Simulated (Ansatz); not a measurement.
Here is the system:

C:
Space group P6₂22 (No. 180); a = 2.606 Å, b = 2.606 Å, c = 2.801 Å, α = 90.00°, β = 90.00°, γ = 120.00°

| atom | site | symmetry | x | y | z |
|---|---|---|---|---|---|
| C | 3c | 222 | 0.5000 | 0.0000 | 0.0000 |

This is the PBE-relaxed structure.

Task: All from DFT-PBE in the program Ansatz with PAW potentials, unless another level is named. Predict the hole effective mass.

Result: 0.48, 0.53, 0.53 mₑ (principal values).

Task: Give the electron effective mass.

Result: 0.25, 0.36, 0.42 mₑ (principal values).

Task: Predict the band gap.

Result: 1.94 eV (indirect).

Task: Next, the conduction-band minimum?

Result: at M (3 equivalent valleys).

Task: And the valence-band maximum?

Result: at A.

Space group P6_222. The start of the workflow was typed in or built on a structure type; neither database checked (COD, Materials Project) lists it. It is not the phase usual at ambient conditions (space group No. 194, 227). Symmetry was held in the PBE relaxation; whether a distortion lowers the energy is not shown.

Potentials: the earlier of the program's two PAW sets.
